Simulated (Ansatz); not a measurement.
## BiRu: frozen-core PAW against all-electron methods

```
Ru Bi
1.0
     0.00000    2.77474    2.77474
     2.77474    0.00000    2.77474
     2.77474    2.77474    0.00000
Ru Bi
1 1
Direct
  0.00000 0.00000 0.00000
  0.50000 0.50000 0.50000
```

Atoms are numbered in the order listed.

The structure comes from a relaxation in the same program, started in the rocksalt type, and has space group Fm-3m. Whether it is a known phase or the ground state wasn't checked.

Spin polarisation is left out, and whether a magnetic state lies lower isn't shown here.

Spin–orbit coupling is left out, though it moves levels of the heavy atoms by tenths of an eV or more.

Methods: DFT, PBE, PAW with Ansatz's default frozen-core files, scalar-relativistic (Ansatz 0.2.0); DFT, PBE, all-electron PAW with datasets made for the crystal, scalar-relativistic (Ansatz 0.2.0); DFT, PBE, all-electron LAPW, scalar-relativistic (Ansatz 0.2.0).

For PAW: a Γ-centred 10×10×10 k mesh, Fermi–Dirac smearing of 0.05 eV, cutoff 420 eV, no spin polarisation. The crystal-made all-electron datasets (AE datasets) take a cutoff of 280 eV at this cell. LAPW targets a basis error of 0.25 meV/atom. The Ansatz runs share mesh, smearing and spin set-up. Plane-wave (PAW) pressures include the program's estimate of the Pulay term.

Stress and pressure are positive in compression.

Levels count from the Fermi level.

```
                      quantity     PAW  AE datasets    LAPW
                pressure (GPa)    0.02         0.03    0.03
highest filled level at Γ (eV)  -1.196       -1.194  -1.194
  lowest empty level at Γ (eV)   2.066        2.065   2.065
highest filled level at X (eV)  -0.390       -0.391  -0.391
  lowest empty level at X (eV)   0.663        0.663   0.663
highest filled level at L (eV)  -0.153       -0.153  -0.153
  lowest empty level at L (eV)   4.431        4.431   4.431
```
